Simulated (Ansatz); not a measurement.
Given:

SrIn₄Pd:
Space group Cmcm (No. 63); a = 4.5800 Å, b = 17.2021 Å, c = 7.5270 Å, α = 90.00°, β = 90.00°, γ = 90.00°

```json
[
 {"atom": "Sr", "site": "4c", "symmetry": "m2m", "x": "0.0000", "y": "0.1235", "z": "0.2500"},
 {"atom": "In", "site": "8f", "symmetry": "m..", "x": "0.0000", "y": "0.3147", "z": "0.0514"},
 {"atom": "In", "site": "4b", "symmetry": "2/m..", "x": "0.0000", "y": "0.5000", "z": "0.0000"},
 {"atom": "In", "site": "4c", "symmetry": "m2m", "x": "0.0000", "y": "0.0697", "z": "0.7500"},
 {"atom": "Pd", "site": "4c", "symmetry": "m2m", "x": "0.0000", "y": "0.2252", "z": "0.7500"}
]
```
(The calculation used a cell of 12 atoms; values per cell refer to that cell.)

This is the r²SCAN-relaxed structure.

All from r²SCAN in the plane-wave PAW code Ansatz, unless another level is named. Give the density of states at the Fermi level.

0.35 states/eV per atom (mean over ±0.08 eV).

Give the formation energy from the elements (no fitted shifts).

-0.55 eV/atom.

The first step of the workflow began from a Materials Project structure, measured or hypothetical; the Crystallography Open Database copy checked does not list it. Whether it is the stable phase at ambient conditions was not checked. The r²SCAN relaxation kept the symmetry of its start; whether a distortion lowers the energy is not shown. No spin polarisation was allowed. Axis ratios of metals converge slowly with the k-mesh, so a and c are less sure than the volume. The references are the lowest solids computed at this level, not always the standard phases. Spin–orbit coupling is left out wherever it is not named.

Potentials: the later of the program's two PAW sets.
